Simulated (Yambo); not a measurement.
Yambo run on SiO$_{2}$ (space group P2_1, No. 4). The wavefunctions are PBEsol (Quantum ESPRESSO, PseudoDojo norm-conserving, 84 Ry, scalar-relativistic) ones on a 2×1×2 mesh (32 occupied bands); a = 4.9308 Å, b = 8.1797 Å, c = 5.0051 Å, α = γ = 90.00°, β = 118.37°.

Yambo input:

```
rim_cut
HF_and_locXC
RandQpts= 1000000
RandGvec= 1 Ry
EXXRLvcs= 84 Ry
VXCRLvcs= 336 Ry
% QPkrange
 1 | 1 | 32 | 33 |
 2 | 2 | 32 | 33 |
 3 | 3 | 32 | 33 |
 4 | 4 | 32 | 33 |
%
```

k points by index: 1 = Γ, 2 = (0, 0, -0.5), 3 = (-0.5, 0, 0), 4 = (-0.5, 0, -0.5).

The o-*.hf file then holds:

```
#    K-point    Band    Eo [eV]    Ehf [eV]    Vxc [eV]    Vnlxc [eV]
#
    1    32    0.000000    -5.896186    -19.85444    -25.75062
    1    33    5.739249    9.911500    -9.556934    -5.384683
    2    32    -0.002946    -5.900153    -19.89253    -25.78973
    2    33    7.981755    13.00940    -11.87475    -6.847107
    3    32    -0.233382    -6.173997    -19.72567    -25.66629
    3    33    8.072462    13.20684    -12.09693    -6.962554
    4    32    -0.054485    -5.951411    -19.90928    -25.80621
    4    33    8.125394    13.21745    -11.93694    -6.844882
```
Exchange alone, without screening.

Geometry of the Materials Project entry, not relaxed at this level.

This is not the ordinary phase of the substance; no match was found in the copy of COD used, and its stability was not checked.
